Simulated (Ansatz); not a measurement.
A geometry of ZnSnN2 away from equilibrium: the start of the relaxation of a relaxed ZnSnN2 cell displaced along its unstable phonon at q = Γ (421i cm⁻¹), largest move 0.15 Å. These are PBE (plane waves to 420 eV, PAW, scalar-relativistic; Ansatz, a program for electronic structure) values and carry that method's errors. Γ-centred k-mesh 8×8×10 on the run's cell (coarser than for final values), Fermi–Dirac smearing 0.05 eV.

```xyz
4
Lattice="4.1532 0.0000 0.0000 0.0000 4.1532 0.0000 0.0000 0.0000 3.1460" Properties=species:S:1:pos:R:3 pbc="T T T"
Zn     2.0766     2.0766     1.5730
Sn     0.0000     0.0000     0.0000
N      0.0000     2.0766     0.1500
N      2.0766     0.0000    -0.1500
```

### Question
Which atoms carry the largest force, and which way does it point?

### Answer
1.21 eV/Å, on N3, N4 (atoms numbered as listed); on N4 its components are (0.00, 0.00, -1.21).

### Question
What is the pressure?

### Answer
-1.4 GPa, compression positive.

No spin polarisation in the result.

The run could not lose the symmetry of its start, so the end can be a saddle point.

The end of the path is a generated cell of ZnSnN2: the first start was made by placing the elements on the sites of a structure type, and the end was not matched to a known phase here, so it may be hypothetical.
